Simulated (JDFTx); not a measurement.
Cu(100) slab cut from bulk Cu (space group Fm-3m, indices of the conventional cell, lattice of the Materials Project entry mp-30, not re-optimised): 4 atoms in 4 planes, a 1x1 cell of 6.40 Å² (|a| = 2.530, |b| = 2.530 Å), 5.4 Å between the outermost planes, cell height 21.4 Å, 8×8×1 k mesh, Fermi smearing 0.01 Ha, no spin polarisation.

Profiles through the double layer of this slab, charged, in CANDLE, water, 0.5 M NaF; PBE, GBRV ultrasoft potentials, plane waves to 20/100 Ha, a modified build of JDFTx. z is the height above the outermost atoms, φ the plane-averaged electrostatic potential energy of an electron (zero in the bulk liquid), ρ_b the bound charge of solvent and ions, s the cavity shape function (0 in the solid, 1 in the liquid).

```tsv
z (Å)	n (e/Å³)	s	φ (eV)	ρ_b (10⁻³ e/Å³)
0.86	0.1636	0.00	-3.750	-0.01
1.30	0.0450	0.00	-1.466	-0.72
1.75	0.0133	0.00	-0.392	-6.09
2.19	0.0039	0.06	-0.089	-3.05
2.64	0.0011	0.27	-0.052	0.41
3.09	0.0003	0.56	-0.041	0.22
3.53	0.0001	0.83	-0.036	0.06
3.98	0.0000	0.98	-0.032	0.01
4.42	0.0000	1.00	-0.029	0.00
4.87	0.0000	1.00	-0.026	0.00
5.31	0.0000	1.00	-0.023	-0.01
5.76	0.0000	1.00	-0.021	-0.01
6.21	0.0000	1.00	-0.019	-0.01
6.65	0.0000	1.00	-0.017	-0.01
7.10	0.0000	1.00	-0.015	0.00
7.54	0.0000	1.00	-0.014	0.00
```

Is the electrode positively or negatively charged, and roughly by how much?

Positively: σ = 6.6 μC/cm² per face. The liquid's bound charge is of the opposite sign overall, and far from the surface φ decays with the screening length (4.3 Å).
